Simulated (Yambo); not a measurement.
Yambo run on NaCuO₂ (space group C2/m, No. 12). The wavefunctions are PBEsol (pw.x of Quantum ESPRESSO, ONCV potentials, scalar-relativistic) ones on a 6×6×2 mesh (20 occupied bands); a = b = 3.519 Å, c = 6.056 Å, α = β = 118.05°, γ = 45.74°.

Yambo input:

```
rim_cut
HF_and_locXC
RandQpts= 1000000
RandGvec= 1 Ry
EXXRLvcs= 92 Ry
VXCRLvcs= 368 Ry
% QPkrange
 1 | 1 | 20 | 21 |
 2 | 2 | 20 | 21 |
 7 | 7 | 20 | 21 |
 8 | 8 | 20 | 21 |
 18 | 18 | 20 | 21 |
 25 | 25 | 20 | 21 |
 26 | 26 | 20 | 21 |
%
```

k points by index: 1 = Γ, 2 = (0, 0, -0.5), 7 = (0, -0.5, 0), 8 = (0, -0.5, -0.5), 18 = (0.167, -0.167, -0.5), 25 = (-0.5, -0.5, 0), 26 = (-0.5, -0.5, -0.5).

Resulting energies as the program prints them:

```
#    K-point    Band    Eo [eV]    Ehf [eV]    Vxc [eV]    Vnlxc [eV]
#
    1    20    -0.066826    -7.163789    -25.01702    -32.11398
    1    21    1.815727    5.646922    -26.33978    -22.50859
    2    20    0.000000    -7.047275    -25.07904    -32.12632
    2    21    1.915208    5.855091    -26.46852    -22.52864
    7    20    -0.053332    -7.201092    -25.54579    -32.69355
    7    21    1.226661    5.254158    -26.27734    -22.24985
    8    20    -0.050123    -7.209962    -25.59243    -32.75227
    8    21    1.179348    5.172157    -26.20166    -22.20885
    18    20    -0.317734    -7.393656    -25.09068    -32.16661
    18    21    0.526299    4.023109    -25.71539    -22.21858
    25    20    -0.343083    -7.706315    -26.41585    -33.77908
    25    21    1.867045    5.775258    -26.44279    -22.53457
    26    20    -0.371295    -7.985637    -26.56227    -34.17661
    26    21    1.795836    5.617593    -26.36503    -22.54327
```
Exchange alone, without screening.

Geometry relaxed with PBEsol.
